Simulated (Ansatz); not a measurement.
TaAl3 in space group I4/mmm (No. 139; Ta on 2b, Al on 2a, Al on 4d) at seven volumes, DFT-r²SCAN in the program Ansatz with PAW potentials, shape and atoms relaxed at each. One row is withheld.

| V (Å³/atom) | P (GPa) |
|---|---|
| 14.233 | 16.22 |
| 14.702 | ? |
| 15.171 | 4.62 |
| 15.640 | 0.00 |
| 16.110 | -3.98 |
| 16.579 | -7.40 |
| 17.048 | -10.35 |

Q: Fit the shown pressures and predict the withheld one.

A: Third-order Birch–Murnaghan: P = (3/2)B₀(x^(7/2) − x^(5/2))[1 + (3/4)(B′ − 4)(x − 1)] with x = (V₀/V)^(2/3). Least squares on the six rows gives V₀ = 15.640 Å³/atom, B₀ = 142.6 GPa, B′ = 3.98. At V = 14.702, x = 1.0421 and P = 9.98 GPa. The run itself gave 9.98 GPa.

The workflow started from an entry of the Crystallography Open Database (COD, 293 K). Its standing as an ambient phase is unchecked. The r²SCAN relaxation kept the symmetry of its start; its stability against distortions is not shown here. No spin polarisation was allowed. Spin–orbit coupling is left out wherever it is not named.

Potentials: the later of the program's two PAW sets.
